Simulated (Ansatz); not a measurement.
Consider the following.

Starting cell, ScIr (CsCl type):

```yaml
crystal:
  lattice:
    - [6.32414, 0.00000, 0.00000]
    - [0.00000, 3.16207, 0.00000]
    - [0.00000, 0.00000, 3.16207]
  atoms:
    - { symbol: Sc, position: [0.25000, 0.50000, 0.50000] }
    - { symbol: Sc, position: [0.75000, 0.50000, 0.50000] }
    - { symbol: Ir, position: [0.00000, 0.00000, 0.00000] }
    - { symbol: Ir, position: [0.50000, 0.00000, 0.00000] }
```

The atoms are displaced by Q × the pattern below (from a DFPT mode at X = (0.5, 0.0, 0.0), largest move 1; Q in Å), at fixed cell. (q is in reciprocal vectors of the primitive cell; the cell shown is doubled to hold the pattern.)

```csv
atom,x,y,z
Ir3,1.000,0.000,0.000
Ir4,-1.000,0.000,0.000
```

Atoms not listed stay in place.

Calculation: LDA (plane waves to 420 eV, PAW, scalar-relativistic; Ansatz, a quantum-chemistry and plane-wave program). k mesh 8×15×15 (Γ-centred), Fermi-Dirac smearing 0.05 eV. The energy includes the smearing's −TS. With partly filled bands, energies and forces of such displacements shift with the k mesh and the smearing. ScIr is run without spin polarisation. ScIr was relaxed with its symmetry unable to fall. Spin-orbit coupling is left out, though Ir is heavy. ΔE is measured from the undisplaced structure.

The scan covers Q from -0.100 to 0.100 Å in 13 points.

Problem. Which space group does the distorted structure have?

Solution. P4/mmm (No. 123), lowered from Pm-3m.

Problem. Is this a single well or a double well?

Solution. A single well with its minimum at or next to zero displacement.

Problem. What is the energy change at Q = 0.100 Å?

Solution. 132 meV/cell.

Problem. What harmonic wavenumber does the curvature at Q = 0 give?

Solution. 136 cm⁻¹.

(For displaced atoms, the force is minus the slope of the energy, and its curvature is a force constant, which sets phonon frequencies.)
